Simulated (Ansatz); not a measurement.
HgF:
```
HgF
1.0
   -1.81808     1.81808     5.49282
    1.81808    -1.81808     5.49282
    1.81808     1.81808    -5.49282
Hg F
2 2
Direct
  0.88477   0.88477   0.00000
  0.11523   0.11523   0.00000
  0.68913   0.68913   0.00000
  0.31087   0.31087   0.00000
```

Relaxed with r²SCAN+D4.

Question: Map the valence electron density (e/Å³), cut off at 5 on the plane through (0.885, 0.885, 0.000) spanned by u = [1, 1, 0] and v = [1, -1, 0] in lattice vectors, from plane-wave PAW r²SCAN+D4 (Ansatz code).

Answer: x is the fraction of u, y of v (the angle between them is 90°; rows are the nearest grid lines); atoms in the plane: Hg at (0.00, 0.00), Hg at (0.50, 0.50), Hg at (0.23, 0.00), Hg at (0.73, 0.50), F at (0.30, 0.50), F at (0.80, 0.00), F at (0.43, 0.00), F at (0.93, 0.50).
```
y \ x   0.000  0.100  0.175  0.275  0.375  0.450  0.550  0.625  0.725  0.825  0.900   1.00
------  -----  -----  -----  -----  -----  -----  -----  -----  -----  -----  -----  -----
1.00     5.00  0.692   5.00   5.00   2.59   5.00  0.040  0.008  0.420   5.00  0.567   5.00
0.923    5.00  0.534   3.43   5.00   1.28   4.16  0.036  0.011  0.272   4.55  0.410   5.00
0.846    2.55  0.265  0.784   1.09  0.294  0.574  0.039  0.022  0.119  0.598  0.174   2.55
0.769   0.326  0.103  0.186  0.214  0.082  0.157  0.102  0.060  0.154  0.117  0.087  0.326
0.692   0.115  0.036  0.055  0.229  0.106  0.392  0.432  0.164  0.809  0.122  0.217  0.115
0.615   0.224  0.015  0.030   1.32  0.336   2.25   2.28  0.365   5.00  0.312   1.45  0.224
0.538   0.516  0.010  0.030   5.00  0.809   5.00   5.00  0.591   5.00  0.589   5.00  0.516
0.462   0.516  0.010  0.030   5.00  0.809   5.00   5.00  0.591   5.00  0.589   5.00  0.516
0.385   0.224  0.015  0.030   1.32  0.336   2.25   2.28  0.365   5.00  0.312   1.45  0.224
0.308   0.115  0.036  0.055  0.229  0.106  0.392  0.432  0.164  0.809  0.122  0.217  0.115
0.231   0.326  0.103  0.186  0.214  0.082  0.157  0.102  0.060  0.154  0.117  0.087  0.326
0.154    2.55  0.265  0.784   1.09  0.294  0.574  0.039  0.022  0.119  0.598  0.174   2.55
0.0769   5.00  0.534   3.43   5.00   1.28   4.16  0.036  0.011  0.272   4.55  0.410   5.00
0.000    5.00  0.692   5.00   5.00   2.59   5.00  0.040  0.008  0.420   5.00  0.567   5.00
```

The density is the valence pseudo-density with augmentation charge, so density and ELF within about 1 Å of a nucleus are not all-electron values.

Space group I4/mmm. The first step of the workflow began from a Materials Project structure, measured or hypothetical; the Crystallography Open Database files this formula in space group No. 139, but the cells were not matched. Whether it is the stable phase at ambient conditions was not checked. The r²SCAN+D4 relaxation kept the symmetry of its start; whether a distortion lowers the energy is not shown. Spin–orbit coupling is left out wherever it is not named.

Potentials: the later of the program's two PAW sets.
